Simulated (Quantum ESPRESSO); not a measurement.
Band energies of GaN at -3 % isotropic strain

```
GaN
1.0
    0.00000     2.18231     2.18231
    2.18231     0.00000     2.18231
    2.18231     2.18231     0.00000
N Ga
1 1
Direct
  0.25000   0.25000   0.25000
  0.00000   0.00000   0.00000
```

PBEsol (pw.x of Quantum ESPRESSO, ONCV potentials, no spin-orbit coupling); path ΓXWKΓLUWLK,UX; energies in eV from the valence-band maximum.

```
k (1/Å)  point  band 5  band 6  band 7  band 8  band 9  band 10  band 11  band 12
-------  -----  ------  ------  ------  ------  ------  -------  -------  -------
0.00         Γ  -13.28  -13.28    0.00    0.00    0.00     2.33    10.86    10.86
0.33            -13.30  -13.27   -1.26   -0.47   -0.47     3.61     9.78    11.33
0.78            -13.23  -13.08   -3.79   -1.87   -1.87     4.81     7.88    11.63
1.11            -13.20  -12.20   -5.62   -2.75   -2.75     3.80     7.37    11.81
1.44         X  -13.18  -11.52   -6.59   -3.08   -3.08     3.27     7.13    12.32
1.56            -13.19  -11.49   -6.57   -3.17   -3.15     3.45     7.25    12.28
2.04            -13.25  -11.14   -6.16   -4.12   -4.10     6.03     9.16    11.31
2.16         W  -13.27  -11.12   -6.12   -4.19   -4.18     6.32     9.37    10.97
2.41            -13.25  -11.20   -6.24   -4.67   -3.17     5.72     8.85    11.29
2.67         K  -13.23  -11.27   -6.32   -4.84   -2.48     5.05     8.59    11.62
2.87            -13.27  -11.44   -6.34   -4.79   -1.98     6.03     8.50    10.93
3.28            -13.31  -12.62   -5.23   -3.18   -0.93     6.65     8.31     9.85
3.58            -13.31  -13.21   -3.44   -1.63   -0.36     5.00     9.36    10.53
3.99            -13.29  -13.28   -0.72   -0.19   -0.03     2.92    10.49    10.97
4.20         Γ  -13.28  -13.28    0.00    0.00    0.00     2.33    10.86    10.86
4.40            -13.28  -13.28   -0.80   -0.09   -0.09     2.93    10.49    10.99
4.71            -13.28  -13.28   -3.19   -0.45   -0.45     4.29     9.48    11.33
5.13            -13.24  -12.60   -6.52   -0.96   -0.96     5.17     9.07    11.00
5.44         L  -13.22  -11.95   -7.77   -1.10   -1.10     5.26     9.11    10.79
5.83            -13.23  -11.73   -7.33   -2.70   -1.55     6.48     7.77    10.93
6.23            -13.24  -11.30   -6.38   -4.80   -2.33     5.34     8.64    11.40
6.32         U  -13.23  -11.27   -6.32   -4.84   -2.48     5.05     8.59    11.62
6.53            -13.24  -11.23   -6.27   -4.73   -2.95     5.52     8.75    11.41
6.83         W  -13.27  -11.12   -6.12   -4.19   -4.18     6.32     9.37    10.97
6.92            -13.27  -11.14   -6.14   -4.44   -3.83     6.34     9.28    10.74
7.30            -13.24  -11.54   -6.93   -3.57   -2.19     6.95     7.63    10.66
7.57            -13.23  -11.83   -7.55   -1.98   -1.37     6.09     8.14    10.88
7.85         L  -13.22  -11.95   -7.77   -1.10   -1.10     5.26     9.11    10.79
7.94            -13.22  -11.94   -7.75   -1.21   -1.13     5.35     8.98    10.82
8.29            -13.23  -11.67   -7.22   -3.01   -1.65     6.50     7.77    10.93
8.56            -13.24  -11.37   -6.53   -4.55   -2.19     5.61     8.57    11.20
8.73         K  -13.23  -11.27   -6.32   -4.84   -2.48     5.05     8.59    11.62
8.73         U  -13.23  -11.27   -6.32   -4.84   -2.48     5.05     8.59    11.62
8.83            -13.22  -11.30   -6.37   -4.52   -2.68     4.59     8.29    11.88
9.24         X  -13.18  -11.52   -6.59   -3.08   -3.08     3.27     7.13    12.32
```

The PBEsol gap is direct, 2.33 eV at Γ.

Spin-orbit splittings are left out.

Geometry strained from the cell relaxed with PBEsol, atoms relaxed again.

This is not the ordinary phase of the substance; no match was found in the copy of COD used, and its stability was not checked.
